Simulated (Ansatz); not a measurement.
OsBr3 in the ReO3-type structure

Method: PBEsol, scalar-relativistic; collinear spin; PAW, 420 eV, 6×6×6 k-mesh, Gaussian smearing of 0.05 eV; code Ansatz; PAW files: Ansatz's generated set soft_2.

```
Os Br
1.0
     5.02599    0.00000    0.00000
     0.00000    5.02599    0.00000
     0.00000    0.00000    5.02599
Os Br
1 3
Direct
  0.00000 0.00000 0.00000
  0.50000 0.00000 0.00000
  0.00000 0.00000 0.50000
  0.00000 0.50000 0.00000
```

The start was a prototype's sites filled with these elements, not a measured cell. The ideal cubic cell shuts out tilts of the octahedra, which such structures often take.

Magnetic state: ferromagnetic, site spin moments Os 1.20; Br 0.12 μB.

Cell and atoms are those of this level's equilibrium.

The cell has space group Pm-3m (read at 0.01 Å). In it the stress is -0.06, -0.06, -0.06, 0.00, 0.00, 0.00 GPa and the largest force component 0.000 eV/Å. Each change below starts from this cell, without further relaxation. Stress is in GPa, positive in compression, in the order xx, yy, zz, yz, xz, xy; energies are counted from the cell above and are free energies with the smearing's entropy, which match forces and stress in a metal.

What happens when atom 2 (Br) is moved by 0.08 Å along y?

The energy changes by -2.5 meV per cell, and the force on it along the shift is 0.063 eV/Å (−F/u = -0.79 eV/Å²). Stress: -0.04, -0.09, -0.10, 0.00, 0.00, 0.00.
```
atom  Fx (eV/Å)      Fy     Fz
 Os1      0.000  -0.175  0.000
 Br2      0.000   0.063  0.000
 Br3      0.000  -0.017  0.000
 Br4      0.000   0.129  0.000
```

What stress follows from an engineering strain of 1 % in yy, atoms carried along?

-0.44, -0.93, -0.44, 0.00, 0.00, 0.00 GPa; the energy changes by 3.9 meV per cell.
The change of the stress over the strain gives a clamped-atom stiffness of about 87 GPa for this component, a secant value that lies under the elastic constant in tension and over it in compression, by several per cent for each per cent of strain.
In a harmonic crystal the energy would rise by V(½Cε² − σ₀ε), with σ₀ the stress of the unstrained cell, = 3.9 meV, which matches.

No spin–orbit coupling, a notable omission for heavy elements. The run wasn't fully tested for a lower electronic state. Site moments are of spin, integrated over atomic spheres. A displaced or strained copy of the relaxed cell lay 0.6 meV/atom lower, so on this mesh the structure isn't a minimum; in a metal a finer mesh can change so small a difference. No antiparallel order was tried.
